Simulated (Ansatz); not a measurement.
Here is the system:

NbPd2:
```yaml
crystal:
  lattice:
    - [-1.41383, 1.96478, 4.20549]
    - [1.41383, -1.96478, 4.20549]
    - [1.41383, 1.96478, -4.20549]
  atoms:
    - { symbol: Nb, position: [0.00000, 0.00000, 0.00000] }
    - { symbol: Pd, position: [0.66637, 0.66637, 0.00000] }
    - { symbol: Pd, position: [0.33363, 0.33363, 0.00000] }
```

This is the r²SCAN-relaxed structure.

Question: All from DFT-r²SCAN in the program Ansatz with PAW potentials, unless another level is named. Give the formation energy from the elements (no fitted shifts).

Answer: -43 kJ/mol of atoms.

Question: What about the density of states at the Fermi level?

Answer: 0.59 states/eV per atom (mean over ±0.08 eV).

Space group Immm. The first step of the workflow began from a Materials Project structure, measured or hypothetical; the Crystallography Open Database copy checked does not list it. With Nb and Pd taken as one species the cell has the higher symmetry Fm-3m, so it may be an ordered model of a mixed-site phase. Its standing as an ambient phase is unchecked. Symmetry was held in the r²SCAN relaxation; its stability against distortions is not shown here. The run is not spin-polarised. The references are the lowest solids computed at this level, not always the standard phases. Scalar-relativistic: spin–orbit coupling is off unless named, which matters more the heavier the elements.

Potentials: the later of the program's two PAW sets.
